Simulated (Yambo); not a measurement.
G0W0@PBEsol for TlBr (rock salt, space group Fm-3m, No. 225) in Yambo (4×4×4 mesh, 8 Ry block, plasmon pole, screening fixed), without a terminator:

```csv
bands N in G,gap L → L (eV),shift of the valence edge (eV)
92,2.812,-0.568
166,2.963,-0.865
264,3.031,-0.995
```

Problem. Extrapolate both columns to infinite N with E(N) = E∞ + A/N, test the form, and compare with the terminator.

Solution. From two points, E∞ = (N2 E2 − N1 E1)/(N2 − N1). The two largest N give 3.15 eV for the gap and -1.22 eV for the shift; the two smallest give 3.15 eV and -1.23 eV. For the gap the slopes A are -31 and -30 eV: the 1/N form holds. For the shift the slopes A are 61 and 58 eV: the 1/N form holds. With the Bruneval-Gonze terminator and 264 bands the run gives 3.09 eV and -1.09 eV, 0.06 eV and 0.12 eV from the extrapolated values: the terminator too is an estimate of the remainder. Block, mesh and the bands in W are held fixed.

The standard potential for Tl keeps a d shell in the valence without the s and p states of that shell. In tests on such compounds this moved G0W0 gaps by up to about 0.9 eV, so absolute quasiparticle energies here are unreliable; differences between settings are what counts.

Spin-orbit coupling is included.

Geometry of the Materials Project entry, not relaxed at this level; primitive cell a = 4.726 Å, b = 4.726 Å, c = 4.726 Å, α = 60.00°, β = 60.00°, γ = 60.00°.

This is not the ordinary phase of the substance; no match was found in the copy of COD used, and its stability was not checked.

A shift is the quasiparticle energy of the state minus its PBEsol energy.
